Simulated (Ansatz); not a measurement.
Al2ZnTe4 in space group I-4 (No. 82; Al on 2d, Al on 2b, Zn on 2a, Te on 8g), DFT-r²SCAN in the program Ansatz with PAW potentials, all energies at zero smearing, with the estimated change up to a 700 eV cutoff added, with one set of potentials and settings (totals compare only within such a set). Cell of 7 atoms (2 Al, 1 Zn, 4 Te): -32389.841 eV.

```json
[
 {"element": "Al", "reference phase": "Fm-3m, 1 atoms in the cell", "E (eV/atom)": "-540.4083"},
 {"element": "Zn", "reference phase": "P6_3/mmc, 2 atoms in the cell", "E (eV/atom)": "-3325.6729"},
 {"element": "Te", "reference phase": "P3_121, 3 atoms in the cell", "E (eV/atom)": "-6994.8235"}
]
```

Formation energy per atom, worked out: (-32389.841 − 2×(-540.4083) − 1×(-3325.6729) − 4×(-6994.8235))/7 = -0.580 eV/atom (-56 kJ per mol of atoms), at 0 K, without zero-point energy or fitted corrections.

The workflow started from a Materials Project entry (that database holds measured and hypothetical structures alike); the Crystallography Open Database files this formula in space group No. 82, but the cells were not matched. Its standing as an ambient phase is unchecked. The cell was relaxed with r²SCAN under the symmetry of its start; whether a distortion lowers the energy is not shown. The references are the lowest solids computed at this level, not always the standard phases. Spin–orbit coupling is left out wherever it is not named.

Potentials: the later of the program's two PAW sets.
